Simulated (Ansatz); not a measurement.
B6As:
```
B6As
1.0
    3.06606     1.77019     3.96559
   -3.06606     1.77019     3.96559
    0.00000    -3.54038     3.96559
B As
12 2
Direct
  0.01508   0.01508   0.32495
  0.98492   0.98492   0.67505
  0.32495   0.01508   0.01508
  0.67505   0.98492   0.98492
  0.01508   0.32495   0.01508
  0.98492   0.67505   0.98492
  0.82174   0.27274   0.82174
  0.17826   0.72726   0.17826
  0.82174   0.82174   0.27274
  0.17826   0.17826   0.72726
  0.27274   0.82174   0.82174
  0.72726   0.17826   0.17826
  0.60036   0.60036   0.60036
  0.39964   0.39964   0.39964
```

Cartesian axes are those of the cell as given.

Task: Give the high-frequency dielectric tensor and the Born effective charge tensors of the independent atoms from DFPT, r²SCAN in the plane-wave PAW code Ansatz.

Result: 
ε∞:
```
7.36  0.00  0.00
0.00  7.36  0.00
0.00  0.00  7.49
```
Z* of atom 1 (B), rows: field, columns: displacement, in e:
```
-0.32   0.00   0.00
 0.00   0.04  -0.27
 0.00  -0.36  -0.02
```
Z* of atom 7 (B), rows: field, columns: displacement, in e:
```
 0.13  -0.43   0.12
-0.43  -0.36  -0.07
 0.32  -0.19  -0.39
```
Z* of atom 13 (As), rows: field, columns: displacement, in e:
```
0.76  0.00  0.00
0.00  0.76  0.00
0.00  0.00  1.24
```

Static charges for comparison (Bader): B1 +0.15, B7 -0.06, As13 -0.27 e. Born charges measure polarisation by displacement and can exceed these by far.

Space group R-3m. The first step of the workflow began from a Materials Project structure, measured or hypothetical; the Crystallography Open Database copy checked does not list it. Its standing as an ambient phase is unchecked. Symmetry was held in the r²SCAN relaxation; whether a distortion lowers the energy is not shown. Scalar-relativistic: spin–orbit coupling is off unless named, which matters more the heavier the elements.

Potentials: the later of the program's two PAW sets.
